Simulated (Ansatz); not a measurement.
The cell of NaYAgC6N6 is invented: cyanide-bridged rock-salt net of two metals, 1 guest cations a cell (F-43m, No. 216). The dimensions are guesses.

```
CELL_PARAMETERS angstrom
0.00000 5.39600 5.39600
5.39600 0.00000 5.39600
5.39600 5.39600 0.00000
ATOMIC_POSITIONS crystal
Na 0.75000 0.75000 0.75000
Y 0.00000 0.00000 0.00000
Ag 0.50000 0.50000 0.50000
C 0.80486 0.19514 0.19514
C 0.19514 0.19514 0.80486
C 0.80486 0.19514 0.80486
C 0.19514 0.80486 0.80486
C 0.80486 0.80486 0.19514
C 0.19514 0.80486 0.19514
N 0.69644 0.30356 0.30356
N 0.30356 0.30356 0.69644
N 0.69644 0.30356 0.69644
N 0.30356 0.69644 0.69644
N 0.69644 0.69644 0.30356
N 0.30356 0.69644 0.30356
```

Theory: DFT PBE, scalar-relativistic, plane waves, PAW in Ansatz. Cutoff 420 eV, Gaussian smearing, Γ-centred meshes. Cell and atoms relax first on a coarse mesh and then on a finer one. In between, the cell is made exact in the group found at 0.06 Å. In metals the finer mesh still leaves noise of several meV/atom or more. The steps can't lower the symmetry of their start. Collinear spin is switched on along the way, since trial moments persisted in a coarse test.

A guess keeps its type if space group and coordination stay and the shape of the cell changes little (axis ratios within about 15 %, angles within 6°); the volume may change.

Problem. Does this structure survive the relaxation?

Solution. It keeps its type. The symmetry stays F-43m (No. 216). The volume per atom grows by 34.4 %, from 20.9 to 28.2 Å³. The shortest distance stays 1.17 Å (C–N). Counting neighbours within 15 % of an atom's shortest distance, the start has Ag 6, C 1, N 1, Na 24, Y 6 and the end Ag 6, C 1, N 1, Na 24, Y 6.

The zero of energy is the elements' standard structures at the same level (N₂ as a molecule); no fitted shifts are applied.

Problem. At what energy does it end?

Solution. +0.36 eV/atom. The separate elements lie lower, so it is unstable against them.

The last run used collinear spin, a 6×6×6 mesh for its 15-atom cell and Gaussian smearing of 0.10 eV. The reference form of C is held partly by dispersion forces, which this level lacks. Another magnetic order may lie lower. Symmetry constrained the relaxation, so the result can be a saddle point.
